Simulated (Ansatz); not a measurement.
Given:

Mo (bcc, W type)

Space group Im-3m (No. 229); a = b = c = 3.1506 Å, α = β = γ = 90.00°

```tsv
atom	site	symmetry	x	y	z
Mo	2a	m-3m	0.0000	0.0000	0.0000
```
(The calculation used a cell of 1 atom; values per cell refer to that cell.)

The volume is varied about the relaxed value V₀ at fixed cell shape. Symmetry pins the atoms to their sites.

Calculation: r2SCAN (plane waves to 500 eV, PAW, scalar-relativistic; Ansatz, a program for electronic structure). k mesh 21×21×21 (Γ-centred), Fermi-Dirac smearing 0.05 eV. E stands for the smeared free energy. Compression counts positive. Mo is run without spin polarisation. Mo was relaxed with its symmetry unable to fall. The zero of ΔE is the relaxed starting cell.

The scan covers V/V₀ from 0.940 to 1.060 in 11 points.

**Question.** What pressure does the cell carry at V/V₀ = 0.940?

**Answer.** 19.1 GPa.

**Question.** What is ΔE at V/V₀ = 0.940?

**Answer.** 53 meV/atom.

**Question.** What is ΔE at V/V₀ = 1.060?

**Answer.** 43 meV/atom.

(A scan under strain: stresses follow from slopes of the energy per volume, elastic moduli from its curvatures.)
